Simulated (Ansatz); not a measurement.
Question: Each is relaxed and computed with plane-wave PAW LDA (Ansatz code). Which is the only metal?
A. BN, P6_422 (B on 3d, N on 3c)
B. WO3, Pbcm (W on 4d, O on 4d, O on 4c, O on 4d)
C. BAs, wurtzite
D. BW, Cmcm (B on 4c, W on 4c)

Answer: D, BW, Cmcm (B on 4c, W on 4c). BW: metal; WO3: gap 1.23 eV; BN: gap 3.65 eV (indirect); BAs: gap 1.05 eV (indirect). Typed or built starts, not in the databases checked: BN, P6_422 (B on 3d, N on 3c). Not the usual ambient phase: BN, P6_422 (B on 3d, N on 3c); BAs, wurtzite. Standing as an ambient phase not checked: BW, Cmcm (B on 4c, W on 4c); WO3, Pbcm (W on 4d, O on 4d, O on 4c, O on 4d). All cells were relaxed under the symmetry of their starts (and spin orders); stability against distortions was not tested throughout. Rows with no word on spin ran without spin polarisation. Scalar-relativistic: spin–orbit coupling is off unless named, which matters more the heavier the elements.

Potentials: the later of the program's two PAW sets.
